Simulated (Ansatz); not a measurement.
Computed with DFT PBE, scalar-relativistic, plane waves, PAW (Ansatz). All cells share a 420 eV cutoff and Γ-centred k meshes spaced at most about 0.3 Å⁻¹ (about 0.25 or finer for metals, 2π included). No spin polarisation in the final relaxations.

These are static total energies at zero pressure.

Two relaxed structures of Ge2Sb2O:

A.

Space group P-3m1 (No. 164). a = 3.842 Å, b = 3.842 Å, c = 8.004 Å, α = 90.00°, β = 90.00°, γ = 120.00°
```
atom  site  symmetry       x       y       z
  Ge    2d       3m.  0.6667  0.3333  0.4054
  Sb    2d       3m.  0.6667  0.3333  0.8251
   O    1a      -3m.  0.0000  0.0000  0.0000
```

B.

Space group P4/mmm (No. 123). a = 3.402 Å, b = 3.402 Å, c = 9.019 Å, α = 90.00°, β = 90.00°, γ = 90.00°
```
atom  site  symmetry       x       y       z
  Ge    2h       4mm  0.5000  0.5000  0.2204
  Sb    1a     4/mmm  0.0000  0.0000  0.0000
  Sb    1b     4/mmm  0.0000  0.0000  0.5000
   O    1d     4/mmm  0.5000  0.5000  0.5000
```

Task: Which form is favoured at zero pressure, and by what margin per atom?

Result: A is lower, by 7 meV/atom. A has space group P-3m1 (No. 164), 20.5 Å³/atom and no gap on its mesh; B has space group P4/mmm (No. 123), 20.9 Å³/atom and no gap. Counting Ge or Sb atoms around O (for each partner element, those within 1.25 times its shortest distance or 1.15 times the sum of covalent radii, where it is the nearest in units of that sum or under 1.3; the shortest distance is added where it is long for a bond), A has O 6 from 2.6 Å and B has O 4. Even the lower one lies +0.10 eV/atom against the reference forms of the elements (uncorrected), a margin that errors in the energy of the gaseous reference can exceed. In A, around Ge lie 3 Ge at 2.69 Å and 3 Sb at 2.89 Å; around Sb lie 3 O at 2.62 Å and 3 Ge at 2.89 Å; O has 6 Sb at 2.62 Å. In B, around Ge lie 1 O at 2.52 Å and 4 Sb at 3.12 Å; Sb on its first site has 8 Ge at 3.12 Å and 4 Sb at 3.40 Å; O has 4 Sb at 2.41 Å and 2 Ge at 2.52 Å; 1 more site not described. Both come from invented guesses. A third cell relaxed alike, in P4/mmm, lies 280 meV/atom below the lower of the two.

The k mesh leaves some 4 meV/atom of noise in the energy of each metallic cell. Spin–orbit coupling, which can matter for Sb, is left out. Cells relaxed within their symmetry can be saddle points.
